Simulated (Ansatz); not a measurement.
Mg: the functional and the phonons

Mg in the hcp lattice, in a typed cell, not relaxed.

```
CELL_PARAMETERS angstrom
1.59500 -2.76262 0.00000
1.59500 2.76262 0.00000
0.00000 0.00000 5.19000
ATOMIC_POSITIONS crystal
Mg 0.33333 0.66667 0.25000
Mg 0.66667 0.33333 0.75000
```

Method (Ansatz, development build): PBE; all-electron PAW datasets (no frozen core) at 140 eV; k mesh 6×6×4; Fermi–Dirac smearing of 0.1 eV; no spin. Phonons (finite displacements in cells commensurate with each q) are harmonic and in cm⁻¹; i marks an unstable mode. Zone-centre lists hold the optical modes without the non-analytic term.

Caveats: coarse k mesh.

At 22.87 Å³ an atom it gives top Γ mode (cm⁻¹) 269; lowest Γ mode (cm⁻¹) 126; lowest mode at q = [0.5, 0, 0] (cm⁻¹) 125; top mode at q = [0.5, 0, 0] (cm⁻¹) 236.

Q: Repeat with r2SCAN in the same cell, on the same kind of potentials and mesh. What changes?

A: 
```tsv
functional	cutoff (eV)	volume (Å³/atom)	top Γ mode (cm⁻¹)	lowest Γ mode (cm⁻¹)	lowest mode at q = [0.5, 0, 0] (cm⁻¹)	top mode at q = [0.5, 0, 0] (cm⁻¹)
r2SCAN in the same cell	220	22.87	275	132	131	245
```
